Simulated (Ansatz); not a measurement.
A trial cell of ScAl2N3, before relaxation:

```cif
data_structure
_symmetry_space_group_name_H-M 'P 1'
_symmetry_Int_Tables_number 1
_cell_length_a 4.9242
_cell_length_b 4.9242
_cell_length_c 4.9242
_cell_angle_alpha 59.614
_cell_angle_beta 59.614
_cell_angle_gamma 59.614
_cell_volume 83.69
loop_
_atom_site_label
_atom_site_type_symbol
_atom_site_fract_x
_atom_site_fract_y
_atom_site_fract_z
_atom_site_occupancy
Sc1 Sc 0.00000 0.00000 0.00000 1
Al1 Al 0.37773 0.37773 0.37773 1
Al2 Al 0.62227 0.62227 0.62227 1
N1 N 0.00000 0.50000 0.00000 1
N2 N 0.00000 0.00000 0.50000 1
N3 N 0.50000 0.00000 0.00000 1
```

The calculation used Ansatz 0.2.0, DFT PBE, scalar-relativistic, plane waves, PAW. Cutoff 420 eV, Gaussian smearing, Γ-centred meshes. Cell and atoms relax first on a coarse mesh and then on a finer one. In between, the cell is made exact in the group found at 0.06 Å. In metals the finer mesh still leaves noise of several meV/atom or more. The steps can't lower the symmetry of their start. No spin polarisation in the relaxation; trial moments died out in a coarse test.

A guess keeps its type if space group and coordination stay and the shape of the cell changes little (axis ratios within about 15 %, angles within 6°); the volume may change.

Task: Will the relaxed cell still be of the starting type?

Result: It doesn't keep its type. The symmetry stays R-3m (No. 166). The volume per atom grows by 4.1 %, from 13.9 to 14.5 Å³. The shortest distance goes from 2.45 Å (N–N) to 1.84 Å (Al–N). The ratio c/a of the conventional cell changes by a factor of 0.69. Counting neighbours within 15 % of an atom's shortest distance, the start has Al 16, N 6, Sc 6 and the end Al 3, N 2, Sc 8. In detail, at the end Sc has 6 N at 2.27 Å and 2 Al at 2.47 Å; Al has 3 N at 1.84 Å and 1 Sc at 2.47 Å; N has 2 Al at 1.84 Å and 2 Sc at 2.27 Å.

```cif
data_structure
_symmetry_space_group_name_H-M 'R-3m:H'
_symmetry_Int_Tables_number 166
_cell_length_a 5.6161
_cell_length_b 5.6161
_cell_length_c 9.5690
_cell_angle_alpha 90.000
_cell_angle_beta 90.000
_cell_angle_gamma 120.000
_cell_volume 261.38
loop_
_atom_site_label
_atom_site_type_symbol
_atom_site_symmetry_multiplicity
_atom_site_Wyckoff_symbol
_atom_site_fract_x
_atom_site_fract_y
_atom_site_fract_z
_atom_site_occupancy
Sc1 Sc 3 a 0.00000 0.00000 0.00000 1
Al1 Al 6 c 0.33333 0.66667 0.92496 1
N1 N 9 d 0.83333 0.16667 0.16667 1
```

The last run used a 12×12×12 mesh for its 6-atom cell and Gaussian smearing of 0.10 eV. Symmetry constrained the relaxation, so the result can be a saddle point.
